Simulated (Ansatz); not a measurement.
A relaxed structure of AlN is spoiled in several ways and relaxed again each time (noise and exchanges are one random draw each; pressure is positive under compression). Calculation: PBE (plane waves to 420 eV, PAW, scalar-relativistic; Ansatz, a first-principles code).

Space group P6₃mc (No. 186); a = b = 3.121 Å, c = 10.112 Å, α = β = 90.00°, γ = 120.00°

```tsv
atom	site	symmetry	x	y	z
Al	2a	3m.	0.0000	0.0000	0.0014
Al	2b	3m.	0.6667	0.3333	0.2503
N	2a	3m.	0.0000	0.0000	0.3119
N	2b	3m.	0.6667	0.3333	0.0620
```

```csv
change,first pressure (GPa),first V (Å³/atom),released (eV/atom),moves,outcome,final group,E − E(parent) (eV/atom)
with every coordinate shifted by Gaussian noise of σ = 0.1 Å,3.7,10.66,0.15,4,returns to the parent,P6₃mc,0.000
with every coordinate shifted by Gaussian noise of σ = 0.3 Å,56.4,10.66,2.04,8,returns to the parent,P6₃mc,0.000
"deformed by the Cartesian strain tensor (xx, yy, zz, yz, xz, xy) = (-0.047, -0.045, -0.045, 0.014, 0.088, 0.045)",41.4,9.16,0.37,9,returns to the parent,P6₃mc,0.000
shaken by Gaussian noise of σ = 0.08 Å a coordinate,2.9,10.66,0.098,4,returns to the parent,P6₃mc,0.000
```

First-step values come from each run's starting, coarser k-mesh (9×9×3). Each cell has its own k-point mesh; energy differences are given only to the digits this allows. No spin polarisation in the result.

The first start was generated by placing the elements on the sites of a structure type. A measured structure of AlN has the same space group, P6₃mc (No. 186); the sites were not compared with it.
